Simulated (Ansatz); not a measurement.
SnBi3: do energies and stresses tell the same story?

Theory: Ansatz, DFT PBEsol, scalar-relativistic, plane waves, PAW.

Plane waves to 420 eV, a k mesh through Γ of 10×10×10 on the computed 4-atom cell and Gaussian smearing (0.10 eV); no spin polarisation.

Relaxed cell: Fm-3m, a = 7.759 Å, b = 7.759 Å, c = 7.759 Å, α = 90.00°, β = 90.00°, γ = 90.00°, 4 atoms in the primitive cell. Whether it is the stable form of this composition wasn't checked.

Energies at zero smearing and pressures from the stress tensor, at volumes with shape and atoms relaxed:
```csv
V (Å³/atom),E − E(first) (meV/atom),P (GPa)
25.690,0.00,9.86
26.566,-44.84,6.71
27.441,-73.93,4.07
28.317,-89.80,1.85
29.193,-94.64,0.00
30.069,-90.25,-1.56
30.945,-78.03,-2.88
32.112,-51.61,-4.34
```

Check P = −dE/dV between neighbouring volumes, and get the bulk modulus from the pressures alone.

With 1 eV/Å³ = 160.2 GPa:
```csv
middle V (Å³/atom),−ΔE/ΔV (GPa),mean P (GPa)
26.128,8.204,8.285
27.004,5.321,5.387
27.879,2.904,2.960
28.755,0.885,0.926
29.631,-0.804,-0.781
30.507,-2.234,-2.218
31.529,-3.626,-3.606
```

The two differ by 0.08 GPa at most. The mean of two end pressures misses the average over a step by about ΔV² P″/12, up to 0.05 GPa here; with that taken off 0.04 GPa remains. The stress is the derivative of the free energy, not of the energy at zero smearing, and with free energies 0.00 GPa remains. Around V = 29.193 Å³/atom, the two neighbours give B = −V ΔP/ΔV = 29.193 × 3.41 / 1.752 = 56.9 GPa, against B0 = 56.6 GPa from the Birch–Murnaghan fit of the energies.

Spin–orbit coupling is left out, which can shift energies with elements as heavy as these.

Cost: 9 runs of about 3.4 core-minutes in all, on Arm Neoverse V1 (shared hosts).